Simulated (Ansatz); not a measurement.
SiC₂N₄:
Space group Fd-3m, origin choice 1 (No. 227); a = b = c = 7.255 Å, α = β = γ = 90.00°

```csv
atom,site,symmetry,x,y,z
C,16d,.-3m,0.6250,0.6250,0.6250
Si,8a,-43m,0.0000,0.0000,0.0000
N,32e,.3m,0.3887,0.3887,0.3887
```
(The calculation used a cell of 14 atoms; values per cell refer to that cell.)

Relaxed with DFT-PBE in the program Ansatz with PAW potentials. Indices refer to the conventional cell of Fd-3m, a = 7.255 Å, b = 7.255 Å, c = 7.255 Å, α = 90.00°, β = 90.00°, γ = 90.00°.

Task: Simulate the powder diffraction pattern (Cu Kα, λ = 1.54184 Å; lines above 1 %) up to 2θ = 90°.

Result: Simulated powder pattern, Cu Kα, λ = 1.54184 Å (kinematic, ideal powder, no thermal factors, no anomalous dispersion; the 30 strongest lines at most, above 1 %, up to 2θ = 90°):

```json
[
 {"2θ (°)": "34.98", "d (Å)": "2.565", "I/Imax (%)": "96", "hkl": "(220)"},
 {"2θ (°)": "41.27", "d (Å)": "2.188", "I/Imax (%)": "100", "hkl": "(311)"},
 {"2θ (°)": "43.20", "d (Å)": "2.094", "I/Imax (%)": "31", "hkl": "(222)"},
 {"2θ (°)": "50.31", "d (Å)": "1.814", "I/Imax (%)": "20", "hkl": "(400)"},
 {"2θ (°)": "55.18", "d (Å)": "1.664", "I/Imax (%)": "23", "hkl": "(331)"},
 {"2θ (°)": "62.74", "d (Å)": "1.481", "I/Imax (%)": "27", "hkl": "(422)"},
 {"2θ (°)": "67.03", "d (Å)": "1.396", "I/Imax (%)": "49", "hkl": "(511)+(333)"},
 {"2θ (°)": "73.90", "d (Å)": "1.283", "I/Imax (%)": "69", "hkl": "(440)"},
 {"2θ (°)": "77.90", "d (Å)": "1.226", "I/Imax (%)": "2.5", "hkl": "(531)"},
 {"2θ (°)": "84.45", "d (Å)": "1.147", "I/Imax (%)": "10", "hkl": "(620)"},
 {"2θ (°)": "88.34", "d (Å)": "1.106", "I/Imax (%)": "11", "hkl": "(533)"},
 {"2θ (°)": "89.63", "d (Å)": "1.094", "I/Imax (%)": "3.3", "hkl": "(622)"}
]
```

The start of the workflow was typed in or built on a structure type; neither database checked (COD, Materials Project) lists it. COD files the formula under space group No. 224. Whether it is the stable phase at ambient conditions was not checked. The PBE relaxation kept the symmetry of its start; whether a distortion lowers the energy is not shown. The volume moved by 17 % from the start of the relaxation. Its formation energy is positive at this level, so the cell may be metastable or incomplete.

Potentials: the earlier of the program's two PAW sets.
